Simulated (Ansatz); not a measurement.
**Zone-centre phonons of TaN at 22 GPa: input and output**

Theory: DFT LDA, scalar-relativistic, plane waves, PAW in Ansatz 0.2.0.

Launched with:
```bash
ansatz run input.yaml --threads 1 --pin off --max-ram 3072MiB --backend cpu --events-out ev --progress --plain --runs-dir out
```

Input (bare energies are in eV):
```yaml
crystal:
  lattice:
    - [0.0, 2.1370986515, 2.1370986515]
    - [2.1370986515, 0.0, 2.1370986515]
    - [2.1370986515, 2.1370986515, 0.0]
  atoms:
    - { symbol: Ta, position: [0.5, 0.5, 0.5] }
    - { symbol: "N", position: [0.0, 0.0, 0.0] }
basis:
  ecutwfc: 420
kpoints:
  mp_grid: { grid: [16, 16, 16] }
hamiltonian:
  xc: lda
scf:
  occupations: { method: fermi_dirac, width: 0.15 }
output:
  eigenvalues: true
phonons:
  method: dfpt
  eigenvectors: true
```

Results section of the output:
```
--- Phonons (Γ-DFPT): 2 representative perturbations + reference, on 349 of 4096 k-points (Σ response iterations 6) ---
  k mesh reduced under 8 symmetry operations, with k and −k counted as one. Each operation leaves every solved perturbation unchanged. A smaller set is not used because it would not reduce the number of displacements ...
  ASR residual: 8.068e-4 → 0.000e0 eV/Å²; symmetrization residual: 1.294e-6 eV/Å²
  ASR residual per site (eV/Å²): 8.07e-4 3.21e-4
  Γ frequencies (cm⁻¹): 0.00 0.00 0.00 490.84 490.84 490.84
  non-analytic LO–TO correction: not included (Born effective charges unavailable; polar crystals: no LO–TO splitting at Γ)
```

It took 32 s on 1 thread of Intel(R) Xeon(R) Platinum 8259CL CPU @ 2.50GHz (Skylake/Cascade Lake) (shared host), peak memory 0.61 GiB.

In a metal, frequencies and elastic constants depend on the k mesh and the smearing, soft modes and shear constants most. Spin–orbit coupling is left out, which can shift energies with elements as heavy as these. Other phases may be more stable at this pressure.

This rock-salt form isn't the usual stable structure of the compound at low pressure.